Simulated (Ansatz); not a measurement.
NiO (rock salt)

```xyz
2
Lattice="0.0000 2.1087 2.1087 2.1087 0.0000 2.1087 2.1087 2.1087 0.0000" Properties=species:S:1:pos:R:3 pbc="T T T"
O      0.0000     0.0000     0.0000
Ni     2.1087     2.1087     2.1087
```

The slice is a {100} plane (indices of the conventional cell) through the point (0.500, 0.500, 0.500) (fractional), spanned by u = [100] and v = [0 1 -1] in vectors of this cell: u (2.98 Å) and v (2.98 Å, at 90° to u). It covers one period; positions are fractions (u, v).

Computed with PBE (plane waves to 420 eV, PAW, scalar-relativistic; Ansatz, a program for electronic structure). k mesh 19×19×19. Inside the PAW spheres the values are not all-electron values, and peaks at nuclei hang on which shells count as valence. NiO is run spin-polarised and with no Hubbard U; the real compound is an antiferromagnetic insulator, a state that this run doesn't describe. NiO was relaxed with its symmetry unable to fall. Relaxed NiO ends ferromagnetic. The PAW data are Ansatz's earlier set. The magnetic order is the one the run started from; other orders were not tried.

Q: What is the valence density on the shortest O–Ni line in this plane (2.11 Å), at its minimum between the atoms?

A: 0.43 e/Å³.

Q: What is the ELF at the density minimum of the shortest O–Ni line in this plane (2.11 Å)?

A: 0.1.

Q: Sketch the ELF of the up spins on this plane as a map.

A: 
```tsv
v \ u	0.00	0.12	0.25	0.38	0.50	0.62	0.75	0.88
0.88	x	0.43	0.16	0.11	0.22	0.11	0.16	0.43
0.75	0.22	0.16	0.12	0.61	0.76	0.61	0.12	0.16
0.62	0.09	0.11	0.61	0.81	x	0.81	0.61	0.11
0.50	0.07	0.22	0.76	x	x	x	0.76	0.22
0.38	0.09	0.11	0.61	0.81	x	0.81	0.61	0.11
0.25	0.22	0.16	0.12	0.61	0.76	0.61	0.12	0.16
0.12	x	0.43	0.16	0.11	0.22	0.11	0.16	0.43
0.00	x	x	0.22	0.09	0.07	0.09	0.22	x
```

Values: ELF of the up spins. Points within 0.4 Å of a nucleus are blanked (x), as the pseudised field means little there.
